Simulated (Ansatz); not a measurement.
A relaxed cell of C (Fd-3m (No. 227)), relaxed on a k-mesh at least as fine as the one used below. Calculation: r2SCAN (plane waves to 500 eV, PAW, scalar-relativistic; Ansatz, a program for electronic structure). Γ-centred k-mesh 11×11×6 on the run's cell (coarser than for final values), Fermi–Dirac smearing 0.05 eV.

```yaml
crystal:
  lattice:
    - [0.00000, 1.78015, 1.78015]
    - [1.78015, 0.00000, 1.78015]
    - [3.56029, 3.56029, 0.00000]
  atoms:
    - { symbol: C, position: [0.75000, 0.75000, 0.37500] }
    - { symbol: C, position: [0.75000, 0.75000, 0.87500] }
    - { symbol: C, position: [0.50000, 0.50000, 0.25000] }
    - { symbol: C, position: [0.50000, 0.50000, 0.75000] }
```

The atoms are displaced by (Å):

| atom | ux | uy | uz |
|---|---|---|---|
| C1 | 0.105 | -0.113 | -0.142 |
| C2 | 0.161 | 0.032 | -0.048 |
| C3 | -0.140 | 0.049 | 0.029 |
| C4 | -0.002 | 0.023 | 0.029 |

### Question
What forces (eV/Å) and pressure result?

### Answer
| atom | Fx | Fy | Fz |
|---|---|---|---|
| C1 | -3.99 | 2.39 | 1.71 |
| C2 | -7.39 | -3.57 | 3.78 |
| C3 | 7.59 | 1.31 | -3.73 |
| C4 | 3.79 | -0.13 | -1.77 |

Pressure +20.3 GPa.

### Question
Estimate the energy cost of the displacement in the harmonic approximation and compare with the calculation.

### Answer
For a harmonic well ΔE = −½ Σ F·u = 1.792 eV a cell, or 448 meV/atom. The calculated energy relative to the undisplaced cell is +553 meV/atom, so anharmonic terms matter at this amplitude.

No spin polarisation in the result.

The run that gave the undisplaced cell could not lose the symmetry of its start; a randomly shaken copy of 4 atoms returns to this structure.
